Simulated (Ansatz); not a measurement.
A relaxation computed with Ansatz, from input to last step.

```yaml
crystal:
  lattice:
    - [6.2704398381, 0.0, 0.0]
    - [0.0, 6.4613666921, 0.0]
    - [0.0, 0.0, 4.2204883525]
  atoms:
    - { symbol: Sr, position: [0.225, 0.825, 0.5] }
    - { symbol: Sr, position: [0.725, 0.675, 0.0] }
    - { symbol: Sr, position: [0.775, 0.175, 0.5] }
    - { symbol: Sr, position: [0.275, 0.325, 0.0] }
    - { symbol: W, position: [0.5, 0.5, 0.5] }
    - { symbol: W, position: [0.0, 0.0, 0.0] }
basis:
  ecutwfc: 420
kpoints:
  mp_grid: { grid: [4, 4, 4] }
hamiltonian:
  xc: pbe
scf:
  occupations: { method: gaussian, width: 0.1 }
  lower_state_search: "off"
output:
  forces: true
  stress: true
  eigenvalues: true
relax:
  adjacent_minimum: "off"
  f_tol: 0.04
  max_steps: 70
  cell: { stress_tol: 0.4 }
```

```bash
ansatz run input.yaml --threads 1 --pin off --max-ram 2560MiB --backend cpu --events-out ev --progress --plain --runs-dir out
```

Theory: DFT PBE, scalar-relativistic, plane waves, PAW in Ansatz 0.2.0.

Of 15 frames 10 are shown, positions in Å and forces in eV/Å; the SCF threshold varies from step to step. Steps run on the plane waves of an earlier cell, with a Pulay correction in the pressure. The basis is chosen afresh for the last frame, the zero of the energies, and at times for earlier ones too; energy and pressure step there, also at an unchanged geometry. Here that happened at step 13 (-20 meV/atom, 0.9 GPa); the frames before carry an error of that size.

```xyz
6
Lattice="6.2704 0.0000 0.0000 0.0000 6.4614 0.0000 0.0000 0.0000 4.2205" Properties=species:S:1:pos:R:3:forces:R:3 pbc="T T T" step=1 free_energy_over_end_meV_per_atom=768.24 pressure_GPa=13.51
Sr    1.4108    5.3306    2.1102    0.7508   -0.4088    0.0000
Sr    4.5461    4.3614    0.0000    0.7508    0.4088    0.0000
Sr    4.8596    1.1307    2.1102   -0.7508    0.4088    0.0000
Sr    1.7244    2.0999    0.0000   -0.7508   -0.4088    0.0000
W     3.1352    3.2307    2.1102    0.0000    0.0000    0.0000
W     0.0000    0.0000    0.0000    0.0000    0.0000    0.0000
6
Lattice="6.8848 0.0000 0.0000 0.0000 7.0277 0.0000 0.0000 0.0000 4.3900" Properties=species:S:1:pos:R:3:forces:R:3 pbc="T T T" step=3 free_energy_over_end_meV_per_atom=399.97 pressure_GPa=2.51
Sr    1.6692    5.7445    2.1950    0.0331    0.0613    0.0000
Sr    5.1116    4.7970    0.0000    0.0331   -0.0613    0.0000
Sr    5.2155    1.2832    2.1950   -0.0331   -0.0613    0.0000
Sr    1.7732    2.2307    0.0000   -0.0331    0.0613    0.0000
W     3.4424    3.5138    2.1950    0.0000    0.0000    0.0000
W     0.0000    0.0000    0.0000    0.0000    0.0000    0.0000
6
Lattice="7.1983 0.0000 0.0000 0.0000 7.2737 0.0000 0.0000 0.0000 4.2007" Properties=species:S:1:pos:R:3:forces:R:3 pbc="T T T" step=4 free_energy_over_end_meV_per_atom=317.65 pressure_GPa=0.81
Sr    1.8489    5.9585    2.1003   -0.0423    0.0906    0.0000
Sr    5.4480    4.9521    0.0000   -0.0423   -0.0906    0.0000
Sr    5.3495    1.3152    2.1003    0.0423   -0.0906    0.0000
Sr    1.7503    2.3216    0.0000    0.0423    0.0906    0.0000
W     3.5992    3.6369    2.1003    0.0000    0.0000    0.0000
W     0.0000    0.0000    0.0000    0.0000    0.0000    0.0000
6
Lattice="7.5953 0.0000 0.0000 0.0000 7.6409 0.0000 0.0000 0.0000 3.7879" Properties=species:S:1:pos:R:3:forces:R:3 pbc="T T T" step=6 free_energy_over_end_meV_per_atom=168.90 pressure_GPa=-0.32
Sr    2.0417    6.2358    1.8939    0.0920   -0.0099    0.0000
Sr    5.8393    5.2255    0.0000    0.0920    0.0099    0.0000
Sr    5.5537    1.4051    1.8939   -0.0920    0.0099    0.0000
Sr    1.7560    2.4154    0.0000   -0.0920   -0.0099    0.0000
W     3.7977    3.8204    1.8939    0.0000    0.0000    0.0000
W     0.0000    0.0000    0.0000    0.0000    0.0000    0.0000
6
Lattice="7.7463 0.0000 0.0000 0.0000 7.7847 0.0000 0.0000 0.0000 3.5824" Properties=species:S:1:pos:R:3:forces:R:3 pbc="T T T" step=7 free_energy_over_end_meV_per_atom=89.98 pressure_GPa=-0.85
Sr    2.1367    6.3430    1.7912    0.0513   -0.0033    0.0000
Sr    6.0098    5.3340    0.0000    0.0513    0.0033    0.0000
Sr    5.6096    1.4417    1.7912   -0.0513    0.0033    0.0000
Sr    1.7365    2.4507    0.0000   -0.0513   -0.0033    0.0000
W     3.8732    3.8924    1.7912    0.0000    0.0000    0.0000
W     0.0000    0.0000    0.0000    0.0000    0.0000    0.0000
6
Lattice="7.8825 0.0000 0.0000 0.0000 7.9544 0.0000 0.0000 0.0000 3.1746" Properties=species:S:1:pos:R:3:forces:R:3 pbc="T T T" step=9 free_energy_over_end_meV_per_atom=26.98 pressure_GPa=0.38
Sr    2.2584    6.4685    1.5873    0.0194   -0.0128    0.0000
Sr    6.1997    5.4631    0.0000    0.0194    0.0128    0.0000
Sr    5.6241    1.4859    1.5873   -0.0194    0.0128    0.0000
Sr    1.6828    2.4913    0.0000   -0.0194   -0.0128    0.0000
W     3.9413    3.9772    1.5873    0.0000    0.0000    0.0000
W     0.0000    0.0000    0.0000    0.0000    0.0000    0.0000
6
Lattice="7.8394 0.0000 0.0000 0.0000 7.9591 0.0000 0.0000 0.0000 3.2348" Properties=species:S:1:pos:R:3:forces:R:3 pbc="T T T" step=10 free_energy_over_end_meV_per_atom=24.68 pressure_GPa=-0.05
Sr    2.2518    6.4752    1.6174   -0.0183    0.0151    0.0000
Sr    6.1715    5.4634    0.0000   -0.0183   -0.0151    0.0000
Sr    5.5876    1.4838    1.6174    0.0183   -0.0151    0.0000
Sr    1.6679    2.4957    0.0000    0.0183    0.0151    0.0000
W     3.9197    3.9795    1.6174    0.0000    0.0000    0.0000
W     0.0000    0.0000    0.0000    0.0000    0.0000    0.0000
6
Lattice="7.8433 0.0000 0.0000 0.0000 7.9597 0.0000 0.0000 0.0000 3.2307" Properties=species:S:1:pos:R:3:forces:R:3 pbc="T T T" step=12 free_energy_over_end_meV_per_atom=24.63 pressure_GPa=-0.01
Sr    2.2475    6.4755    1.6153   -0.0009    0.0026    0.0000
Sr    6.1692    5.4641    0.0000   -0.0009   -0.0026    0.0000
Sr    5.5958    1.4842    1.6153    0.0009   -0.0026    0.0000
Sr    1.6741    2.4956    0.0000    0.0009    0.0026    0.0000
W     3.9216    3.9798    1.6153    0.0000    0.0000    0.0000
W     0.0000    0.0000    0.0000    0.0000    0.0000    0.0000
6
Lattice="7.8433 0.0000 0.0000 0.0000 7.9597 0.0000 0.0000 0.0000 3.2307" Properties=species:S:1:pos:R:3:forces:R:3 pbc="T T T" step=13 free_energy_over_end_meV_per_atom=4.88 pressure_GPa=0.89
Sr    2.2475    6.4755    1.6153   -0.0010    0.0014    0.0000
Sr    6.1692    5.4641    0.0000   -0.0010   -0.0014    0.0000
Sr    5.5958    1.4842    1.6153    0.0010   -0.0014    0.0000
Sr    1.6741    2.4956    0.0000    0.0010    0.0014    0.0000
W     3.9216    3.9798    1.6153    0.0000    0.0000    0.0000
W     0.0000    0.0000    0.0000    0.0000    0.0000    0.0000
6
Lattice="7.9999 0.0000 0.0000 0.0000 8.0188 0.0000 0.0000 0.0000 3.2251" Properties=species:S:1:pos:R:3:forces:R:3 pbc="T T T" step=15 free_energy_over_end_meV_per_atom=0.00 pressure_GPa=0.18
Sr    2.2489    6.4904    1.6125    0.0054   -0.0172    0.0000
Sr    6.2488    5.5379    0.0000    0.0054    0.0172    0.0000
Sr    5.7510    1.5284    1.6125   -0.0054    0.0172    0.0000
Sr    1.7511    2.4810    0.0000   -0.0054   -0.0172    0.0000
W     3.9999    4.0094    1.6125    0.0000    0.0000    0.0000
W     0.0000    0.0000    0.0000    0.0000    0.0000    0.0000
```

The start puts this composition into another compound's structure type, which needn't suit it. At the end the space group is Pnnm (tolerance 0.05 Å).

Time: 2.8 min on 1 thread of Arm Neoverse V2, on a shared host, peak memory 0.51 GiB.

The k mesh is coarse. Spin–orbit coupling is left out, which can shift energies with elements as heavy as these.